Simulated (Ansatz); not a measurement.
# Polymorphs of SiTe$_{2}$

7 relaxations of SiTe2 ended in 7 distinct structures. Level of theory: r2SCAN+rVV10 (plane waves to 500 eV, PAW, scalar-relativistic; Ansatz, an electronic-structure program).

```csv
#,space group,Pearson,type,E − E(lowest) (eV/atom),V (Å³/atom),coordination,runs ending here
1,P-3m1,hP3,CdI2 type,0.00,27.94,"Te 3 (trigonal pyramidal), Si 6 (octahedral)",1
2,P6₃mc,hP6,–,0.00,27.81,–,1
3,R-3m,hR3,–,0.01,28.19,–,1
4,P-3m1,hP6,–,0.02,29.19,–,1
5,R-3m,hR3,–,0.03,30.29,–,1
6,P6₃/mmc,hP6,–,0.03,30.39,–,1
7,P6₃/mmc,hP6,–,0.25,26.11,–,1
```

Coordination numbers (neighbours up to the widest gap in distance over summed covalent radii, below 1.35; n+m marks a second, longer set). All are gapless at this level. P-3m1, hP3, CdI2 type is the lowest among the structures calculated here, level within the accuracy with P6₃mc, hP6; R-3m, hR3.

Space group P-3m1 (No. 164); a = b = 3.786 Å, c = 6.754 Å, α = β = 90.00°, γ = 120.00°

```json
[
 {"atom": "Te", "site": "2d", "symmetry": "3m.", "x": "0.3333", "y": "0.6667", "z": "0.2617"},
 {"atom": "Si", "site": "1b", "symmetry": "-3m.", "x": "0.0000", "y": "0.0000", "z": "0.5000"}
]
```

Each run could gain symmetry but not lose that of its start, so entries can be saddle points. From databases, or of a type measured for this composition: P-3m1, hP3, CdI2 type; the others are generated cells (placed on structure types, drawn at random, substituted or restacked) that were not matched to a known phase here. The real structure of this composition may not be among these. Static energies at zero pressure. No spin polarisation in the result.
